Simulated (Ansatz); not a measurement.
CdSe (wurtzite)

```
CELL_PARAMETERS angstrom
      4.38272     0.00000     0.00000
     -2.19136     3.79554     0.00000
      0.00000     0.00000     7.15447
ATOMIC_POSITIONS crystal
  Cd 0.66667 0.33333 0.00047
  Cd 0.33333 0.66667 0.50047
  Se 0.66667 0.33333 0.62473
  Se 0.33333 0.66667 0.12473
```

In this cell atom 4 (Se, nearest neighbour Cd at 2.682 Å; its periodic images, 4.4 Å or more away, move with it) is moved by s along Cartesian z, unit vector (0.000, 0.000, 1.000); all other atoms and the cell stay fixed.

Level of theory: PBE (plane waves to 420 eV, PAW, scalar-relativistic; Ansatz, a quantum-chemistry and plane-wave program). k mesh 7×7×4 (Γ-centred), Fermi-Dirac smearing 0.05 eV. Compression counts positive. Left out: 1 of 11 points, with atoms too close for the PAW data. CdSe was relaxed with its symmetry unable to fall. 

```json
[
 {"s (Å)": "-0.800", "P (GPa)": "2.5"},
 {"s (Å)": "-0.640", "P (GPa)": "2.0"},
 {"s (Å)": "-0.480", "P (GPa)": "(withheld)"},
 {"s (Å)": "-0.320", "P (GPa)": "0.7"},
 {"s (Å)": "-0.160", "P (GPa)": "0.2"},
 {"s (Å)": "0.000", "P (GPa)": "0.0"},
 {"s (Å)": "0.160", "P (GPa)": "0.3"},
 {"s (Å)": "0.320", "P (GPa)": "(withheld)"},
 {"s (Å)": "0.480", "P (GPa)": "(withheld)"},
 {"s (Å)": "0.640", "P (GPa)": "(withheld)"}
]
```

Q: Complete the blanks.

A: 
- -0.480, P (GPa): 1.4
- 0.320, P (GPa): 1.4
- 0.480, P (GPa): 3.8
- 0.640, P (GPa): 8.2

(For displaced atoms, the force is minus the slope of the energy, and its curvature is a force constant, which sets phonon frequencies.)
